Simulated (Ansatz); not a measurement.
Here is the system:

Relaxed CaO (rock salt):

```yaml
crystal:
  lattice:
    - [0.00000, 2.41535, 2.41535]
    - [2.41535, 0.00000, 2.41535]
    - [2.41535, 2.41535, 0.00000]
  atoms:
    - { symbol: O, position: [0.00000, 0.00000, 0.00000] }
    - { symbol: Ca, position: [0.50000, 0.50000, 0.50000] }
```

The atoms are displaced by Q × the pattern below (from a DFPT mode at Γ, largest move 1; Q in Å), at fixed cell. It is one choice among 3 degenerate patterns.

| atom | x | y | z |
|---|---|---|---|
| O1 | 0.000 | 0.000 | 1.000 |
| Ca2 | 0.000 | 0.000 | -0.399 |

Method: PBE (plane waves to 420 eV, PAW, scalar-relativistic; Ansatz, an electronic-structure program). k mesh 12×12×12 (Γ-centred), Fermi-Dirac smearing 0.05 eV. Energies are smeared free energies. CaO was relaxed with its symmetry unable to fall. ΔE is measured from the undisplaced structure.

The scan covers Q from -0.280 to 0.280 Å in 13 points.

Which space group does the distorted structure have?

I4mm (No. 107), lowered from Fm-3m.

Is the energy the same for equal positive and negative displacements?

Even: the same for both signs.

Is this a single well or a double well?

A single well with its minimum at or next to zero displacement.

What is the energy change at Q = 0.280 Å?

329 meV/cell.

What harmonic wavenumber does the curvature at Q = 0 give?

255 cm⁻¹.

(A displaced cell: forces are minus the slopes of the energy, force constants its curvatures, and phonons follow from these.)
